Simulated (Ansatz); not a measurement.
An ordered 6-atom cell of SiSn5 on the diamond lattice (P3m1), relaxed with r2SCAN. Si is surrounded by 4 Sn at 2.61–2.72 Å; Sn is surrounded by 4 Sn at 2.80–2.84 Å; Sn is surrounded by 4 Sn at 2.80–2.82 Å; Sn is surrounded by 3 Si at 2.72 Å and 1 Sn at 2.84 Å; Sn is surrounded by 1 Si at 2.61 Å and 3 Sn at 2.80 Å.

Space group P3m1 (No. 156). a = 4.520 Å, b = 4.520 Å, c = 11.054 Å, α = 90.00°, β = 90.00°, γ = 120.00°

| atom | site | symmetry | x | y | z |
| --- | --- | --- | --- | --- | --- |
| Si | 1a | 3m. | 0.0000 | 0.0000 | 0.9994 |
| Sn | 1c | 3m. | 0.6667 | 0.3333 | 0.6744 |
| Sn | 1b | 3m. | 0.3333 | 0.6667 | 0.3270 |
| Sn | 1c | 3m. | 0.6667 | 0.3333 | 0.9316 |
| Sn | 1b | 3m. | 0.3333 | 0.6667 | 0.5825 |
| Sn | 1a | 3m. | 0.0000 | 0.0000 | 0.2351 |

The questions ask for values computed with the PAW code Ansatz on this geometry. Simulation only: non-magnetic, and no claim that this is the phase found in nature.

Given (6×6×2 mesh): r2SCAN gives no gap: the lowest nominally empty band dips 0.32 eV below the top of the last filled one (its bottom at A, the top at Γ), so the cell is a metal or semimetal at this level.

Q: Estimate the gap with PBE on 6×6×2.

A: With PBE the bands overlap by 0.30 eV (counted from 1, band 37 peaks at Γ–A (0.10 of the way from Γ) and band 38 bottoms out at A): no gap.

Q: Estimate the gap with PBE+SOC on 6×6×2.

A: With PBE+SOC the bands overlap by 0.07 eV (counted from 1, band 74 peaks at Γ and band 75 bottoms out at L): no gap. Spin-orbit coupling itself accounts for +0.235 eV.

Q: What do these levels agree on?

A: No level opens a gap, but no hybrid is among them, and semilocal functionals can close a real gap.

Only the levels marked +SOC include spin-orbit coupling.
